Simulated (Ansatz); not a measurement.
Calculation for bcc Li (111), 1 layer: DFT, PBE, norm-conserving pseudopotentials, Ansatz's default files, scalar-relativistic (Ansatz 0.2.0).

The slab is cut from a bulk crystal relaxed on PAW files (its atoms may have been relaxed since).

Command: `ansatz run input.yaml --threads 1 --pin off --max-ram 3584MiB --backend cpu --events-out ev --progress --plain --runs-dir out` It took 5.7 s on 1 thread of Intel(R) Xeon(R) 6975P-C (Granite Rapids), with other jobs on the host, peak memory 0.66 GiB.

```yaml
crystal:
  lattice:
    - [4.8518899234, 0.0, 0.0]
    - [-2.4259449617, 4.20185993, 0.0]
    - [0.0, 0.0, 20.0]
  atoms:
    - { symbol: Li, position: [0.0, 0.0, 0.5] }
kpoints:
  mp_grid: { grid: [9, 9, 1] }
scf:
  occupations: { method: fermi_dirac, width: 0.08 }
hamiltonian:
  xc: pbe
  pseudopotentials: { kind: nc }
output:
  forces: true
  stress: true
  eigenvalues: true
efield:
  axis: 3
  amplitude: 0
  dipole_correction: true
```

Output:

```
Engine: ansatz 0.2.0
Pseudopotentials: kind: nc
Pseudopotential: Li, nc, valence charge 3, recommended cutoff 1034.032677 eV (normal), Li.nc.azcp
Functional definition: PBE
  parameter kappa = 0.804
  parameter beta = 0.06672455060314922
  exchange = pbe_x(kappa = kappa, mu = beta*pi^2/3)
  correlation = pbe_c(beta = beta)
Crystal: 1 atoms, lattice volume = 407.739 Å³
Basis set: ecut = 1034.032677 eV, 30819 PW (Γ), exchange–correlation on 108×108×432 points (8 copies of the dense FFT grid, shifted against one another)
Bands: 6, of which v1, the nominal top of the filled ones, is band 2 counted from 1 (1 counted from 0)
Symmetry: 12 space group operations
k-points: 12 of 81
Non-local potential: Li, projectors of the file, l = 0: 2, l = 1: 2
Initial density: superposition of atomic densities (neutral atoms: chi_scale 0, normalization atom)
Initial wavefunctions: pseudopotential atomic-orbital guess
Functional: x = pbe(κ = 0.804, μ = 0.2195149727645171), c = pbe(β = 0.06672455060314922)
iter 1 solved again at ethr=8.25e-4 eV; its pass at ethr=3.10e-3 eV (dr2=2.48e-2 eV) is discarded
SCF iter   1: F=—  HF=-195.683374 eV  |F-HF|=—  |Δ(HF+E_count)|=         —  Δρ=1.53e-3  dr2=2.57e-2  ethr=8.25e-4  p=0.000 e·Å  D=4.76e-15 V/Å  ΔV_dip=-0.00 eV  dr2_dipole=2.75e-15  V_vac-E_F(+/−)=3.15/3.15 eV  ⟨swp⟩=1.0  Hψ=1043  notcnv=0
efield: sawtooth ramp at fractional position 0.9500 (placed from the atoms, in the widest stretch of the axis that holds none; the zero of the levels goes with the place), width 0.1000; the density the first Hamiltonian is built on has a dipole p = 0.000 e·Å; the dipole correction subtracts the counter field D = 4.76e-15 V/Å, which shifts the + side's vacuum level by -0.00 eV against the − side's; the planar-averaged density in the ramp window peaks in size at 1.8e-8 e/Å³
preconditioner: auto → LDOS  [insulator: Δε(μ)=0.277 eV  Ē_g=3.151 eV  σ=0.080 eV  W_gap=0.59  n_scr=6 (ndim 8)  ℏωp=1.8 eV  f_vac=0.646  D(μ)=1.01/eV (n_scr^D=4)  ε∞_Penn≈1.3  β→1.0]
SCF iter   2: F=—  HF=-195.695768 eV  |F-HF|=—  |Δ(HF+E_count)|=   1.24e-2  Δρ=6.81e-4  dr2=6.10e-3  ethr=8.25e-4  p=0.000 e·Å  D=1.42e-7 V/Å  ΔV_dip=-0.00 eV  dr2_dipole=2.51e-13  V_vac-E_F(+/−)=3.10/3.10 eV  ⟨swp⟩=2.5  Hψ=129  notcnv=0
SCF iter   3: F=—  HF=-195.697871 eV  |F-HF|=—  |Δ(HF+E_count)|=   2.10e-3  Δρ=5.02e-5  dr2=1.00e-5  ethr=2.03e-4  p=0.000 e·Å  D=1.33e-8 V/Å  ΔV_dip=-0.00 eV  dr2_dipole=7.75e-15  V_vac-E_F(+/−)=3.05/3.05 eV  ⟨swp⟩=2.2  Hψ=131  notcnv=0
SCF iter   4: F=—  HF=-195.697929 eV  |F-HF|=—  |Δ(HF+E_count)|=   5.78e-5  Δρ=1.12e-5  dr2=1.59e-6  ethr=3.35e-7  p=0.000 e·Å  D=2.37e-8 V/Å  ΔV_dip=-0.00 eV  dr2_dipole=5.74e-18  V_vac-E_F(+/−)=3.05/3.05 eV  ⟨swp⟩=2.2  Hψ=116  notcnv=0
SCF iter   5: F=—  HF=-195.697931 eV  |F-HF|=—  |Δ(HF+E_count)|=   1.57e-6  Δρ=3.21e-6  dr2=1.08e-7  ethr=5.30e-8  p=0.000 e·Å  D=6.18e-8 V/Å  ΔV_dip=-0.00 eV  dr2_dipole=3.71e-14  V_vac-E_F(+/−)=3.05/3.05 eV  ⟨swp⟩=1.7  Hψ=80  notcnv=0
SCF iter   6: F=-195.697931 eV  HF=-195.697931 eV  |F-HF|=4.90e-9  |Δ(HF+E_count)|=   2.55e-7  Δρ=5.88e-7  dr2=2.85e-9  ethr=3.33e-9  p=0.000 e·Å  D=4.31e-9 V/Å  ΔV_dip=-0.00 eV  dr2_dipole=5.22e-16  V_vac-E_F(+/−)=3.05/3.05 eV  ⟨swp⟩=6.8  Hψ=459  notcnv=0
SCF 1 converged in 6 iterations: F = -195.697931 eV  dr2 = 2.85e-9
SCF converged after 6 iterations
Free energy (F): -195.697931 eV
Harris-Foulkes:  -195.697931 eV  (|F-HF|=4.90e-9)
Internal energy: -195.676627 eV  (E = F + TS)
E sigma→0 (E₀):  -195.687279 eV
Entropy (-TS):   -0.021304 eV (-21.304 meV/atom)
Fermi energy:    -2.702561 eV
Dipole field:    D = -0.000000 V/Å  (p = -0.000000 e·Å, saw-weighted, corrected)
Work function:   Φ+ = 3.0508 eV   Φ− = 3.0508 eV
Levels:          The Fermi level and band energies are counted from a zero that moves with the ramp; work functions are not
--- Per-component energies (eV) ---
  E_band       = -106.704832
  E_kinetic    = 142.540768
  E_local      = -278.816389  (includes V_loc(G=0)·N_el)
  E_nonlocal   = -137.592664
  E_hartree    = 111.760008
  E_xc         = -43.865614
  E_vxc        = -56.355969  (∫ρ·V_xc dr)
  E_efield     = 0.000000  (sawtooth field / dipole correction)
  E_vefield    = 0.000000  (∫n·V_field dr)
  E_ewald      = 10.297264
  E_smearing   = -0.021304  (= −TS)
  E_closure    = -0.000000  (closes the sum)
  Σ components = -195.697931   (vs F -195.697931, Δ=0.00e0)
--- Forces (eV/Å), atoms counted from 1 ---
  atom   1  Li     0.00000000     0.00000000    -0.00000001
  max |Σ_I F_I| component: 6.43e-9 eV/Å
--- Stress (GPa, compression-positive) ---
       -0.407857       0.000000      -0.000000
        0.000000      -0.407857      -0.000000
        0.000000       0.000000      -0.000015
  P = ⅓ Tr σ = -0.2719 GPa (-2.719 kbar)
--- Band table (eV; the first three rows and the last of 12) ---
  k-point 0: bands = ["-51.7333", "-3.7706", "-1.6024", "0.0133", "0.5695", "0.7788"]
  k-point 1: bands = ["-51.7333", "-3.6771", "-1.5037", "0.1161", "0.6710", "0.8797"]
  k-point 2: bands = ["-51.7333", "-3.3970", "-1.2110", "0.4036", "0.6081", "0.9712"]
  k-point 11: bands = ["-51.7333", "-1.3277", "-1.2574", "-1.2574", "0.2661", "1.7633"]
```

The norm-conserving files are those that the library serves for this functional. The cell is 1×1, so reconstructions are forbidden, and in slabs of four or five layers the relaxations can be far larger than at a real surface.
